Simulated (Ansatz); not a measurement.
Relaxed-ion elastic tensor of Mg (diamond, Fd-3m) in GPa (Voigt order), PBEsol in the plane-wave PAW code Ansatz; density 1.04 g/cm³, 38.76 Å³ per atom.

|  | 1 | 2 | 3 | 4 | 5 | 6 |
|---|---|---|---|---|---|---|
| 1 | 4.3 | 16.1 | 16.1 | 0.0 | 0.0 | 0.0 |
| 2 | 16.1 | 4.3 | 16.1 | 0.0 | 0.0 | 0.0 |
| 3 | 16.1 | 16.1 | 4.3 | 0.0 | 0.0 | 0.0 |
| 4 | 0.0 | 0.0 | 0.0 | -14.0 | 0.0 | 0.0 |
| 5 | 0.0 | 0.0 | 0.0 | 0.0 | -14.0 | 0.0 |
| 6 | 0.0 | 0.0 | 0.0 | 0.0 | 0.0 | -14.0 |

Problem. Is the crystal mechanically stable?

Solution. No: the smallest eigenvalue of C is -14.0 GPa.

The start of the workflow was typed in or built on a structure type; neither database checked (COD, Materials Project) lists it. It is not the phase usual at ambient conditions (space group No. 194). The PBEsol relaxation kept the symmetry of its start. At this level the phase is mechanically unstable. As this level gives no gap, shear constants depend on the k-mesh and smearing (Fermi–Dirac, 0.1 eV here).

Potentials: the later of the program's two PAW sets.
